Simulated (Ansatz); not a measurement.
Cu:
```cif
data_Cu2
_chemical_formula_sum 'Cu2'
_space_group_name_H-M_alt 'P 1'
_space_group_IT_number 1
_cell_length_a 3.71348
_cell_length_b 3.71348
_cell_length_c 3.71348
_cell_angle_alpha 60.000
_cell_angle_beta 60.000
_cell_angle_gamma 60.000
loop_
_space_group_symop_operation_xyz
  'x, y, z'
loop_
_atom_site_label
_atom_site_type_symbol
_atom_site_fract_x
_atom_site_fract_y
_atom_site_fract_z
_atom_site_occupancy
Cu1 Cu 0.00000 0.00000 0.00000 1
Cu2 Cu 0.25000 0.25000 0.25000 1
```

Relaxed with r²SCAN.

Problem. Which orbitals make up the states near the Fermi level in r²SCAN in the plane-wave PAW code Ansatz?

Solution. Within 0.5 eV of the Fermi level: Cu 4s 56 %, Cu 3d 34 %, outside the projected shells 10 %. Projections are on Löwdin-orthogonalised atomic valence shells; empty p or d shells of many metals are not among them.

Problem. Tabulate the density of states.

Solution. States/eV per cell of 2 atoms, in 0.25 eV bins, energy from the Fermi level.

```
E (eV)  total  Cu 3d  Cu 4s
------  -----  -----  -----
-6.90    0.00   0.00   0.00
-6.65    0.07   0.00   0.07
-6.40    0.14   0.00   0.14
-6.15    0.19   0.00   0.19
-5.90    0.23   0.00   0.23
-5.65    0.28   0.01   0.26
-5.40    0.32   0.01   0.30
-5.15    0.37   0.02   0.34
-4.90    0.43   0.04   0.38
-4.65    0.51   0.07   0.43
-4.40    0.64   0.14   0.50
-4.15    0.95   0.30   0.64
-3.90    1.19   0.55   0.63
-3.65    7.04   6.56   0.47
-3.40   10.54   9.94   0.57
-3.15   13.34  12.91   0.38
-2.90    8.25   7.89   0.31
-2.65    5.54   5.29   0.19
-2.40    4.66   4.45   0.12
-2.15    5.59   5.36   0.15
-1.90    5.20   5.09   0.06
-1.65    3.13   2.90   0.19
-1.40   10.75  10.42   0.26
-1.15    5.42   5.07   0.30
-0.90    0.91   0.54   0.31
-0.65    0.68   0.33   0.30
-0.40    0.68   0.30   0.34
-0.15    0.85   0.34   0.46
0.10     0.75   0.23   0.44
0.35     0.58   0.14   0.35
0.60     0.73   0.14   0.45
0.85     0.82   0.14   0.53
1.10     0.60   0.09   0.39
1.35     0.51   0.07   0.33
1.60     0.48   0.05   0.28
1.85     0.61   0.05   0.27
2.10     0.71   0.05   0.26
2.35     0.71   0.04   0.25
2.60     0.69   0.04   0.22
2.85     0.72   0.03   0.21
3.10     0.73   0.03   0.19
3.35     0.77   0.03   0.18
3.60     0.80   0.02   0.17
3.85     0.89   0.02   0.15
4.10     0.95   0.02   0.14
4.35     0.92   0.02   0.13
4.60     0.89   0.02   0.11
4.85     0.86   0.02   0.10
```

Space group Fd-3m (diamond). The start of the workflow was typed in or built on a structure type; neither database checked (COD, Materials Project) lists it. It is not the phase usual at ambient conditions (space group No. 225). Symmetry was held in the r²SCAN relaxation. At this level the phase is mechanically unstable. No spin polarisation was allowed.

Potentials: the later of the program's two PAW sets.
